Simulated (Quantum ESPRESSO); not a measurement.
# Al2SiZnO6: convergence and cost over cutoff and k mesh

Computed values, not a measurement. The program is pw.x of Quantum ESPRESSO 7.5 (plane-wave density functional theory). The cell is made up: 10 atoms on a corundum lattice, with randomly drawn elements, strain and displacements, not relaxed. PseudoDojo standard norm-conserving files (v0.5 for PBE, v0.4.1 for LDA and PBEsol) set the functional; there is no spin polarisation, spin-orbit coupling or dispersion term, and the masses in the input are unused placeholders.

Input of the run in row 4:

```
&control calculation='scf', pseudo_dir='./dojo.nc.sr.pbe.v0_5.standard.upf', outdir='./o', disk_io='medium', tprnfor=.true., tstress=.true. /
&system ibrav=0, nat=10, ntyp=4, nbnd=39, ecutwfc=84.00895049, nosym=.true., tot_charge=0,
 occupations='smearing', smearing='fd', degauss=0.0018374661
/
&electrons conv_thr=7.350e-09, electron_maxstep=60, /
ATOMIC_SPECIES
Al 1.0 Al.upf
O 1.0 O.upf
Si 1.0 Si.upf
Zn 1.0 Zn.upf
CELL_PARAMETERS angstrom
2.4026 1.4374 4.3727
-2.3866 1.3787 4.3825
-0.0428 -2.7775 4.3653
ATOMIC_POSITIONS angstrom
Al 0.0036 0.0699 4.6183
Si 0.0092 0.0474 1.901
Al -0.0888 0.0072 8.498
Zn -0.0074 0.1254 11.2118
O -0.9458 1.3475 7.6159
O -0.7547 -1.4527 7.6492
O 1.6454 0.0896 7.5989
O 0.8739 -1.3933 5.4688
O 0.7789 1.6102 5.4516
O -1.6912 -0.1483 5.5103
K_POINTS automatic
6 6 6 1 1 1
```

The same cell was run at these settings. Meshes are shifted by half a step, and differences are from the last row, which is itself not exact.

| cutoff (eV) | k mesh | k points solved | threshold (eV) | free energy less the last row's (eV) | pressure (GPa) | largest stress difference (GPa) | largest force difference (eV/Å) | iterations | wall time (s) | k-point pools | processor |
| --- | --- | --- | --- | --- | --- | --- | --- | --- | --- | --- | --- |
| 800 | 2 x 2 x 2 | 4 | 1e-04 | 2.166 | -24.44 | 33.27 | 0.079 | 8 | 31 | 1 | AMD EPYC, Zen 5 class |
| 1143 | 1 x 1 x 1 | 1 | 1e-07 | -1.799 | 4.40 | 4.54 | 0.456 | 11 | 28 | 1 | AMD EPYC, Zen 5 class |
| 577 | 6 x 6 x 6 | 108 | 1e-07 | 41.132 | -306.91 | 315.79 | 0.824 | 10 | 373 | 1 | AMD EPYC, Zen 5 class |
| 1143 | 6 x 6 x 6 | 108 | 1e-07 | 0.002 | 8.42 | 0.03 | 0.000 | 11 | 802 | 1 | AMD EPYC, Zen 5 class |
| 1437 | 8 x 8 x 8 | 256 | 1e-07 | 0.000 | 8.45 | 0.00 | 0.000 | 11 | 368 | 4 | AMD EPYC, Zen 5 class |

Each pool is one process. Wall times include start-up and a band step at six k points, which weighs most on the coarsest meshes. The runs were on shared virtual cores whose load varied, so times are rough.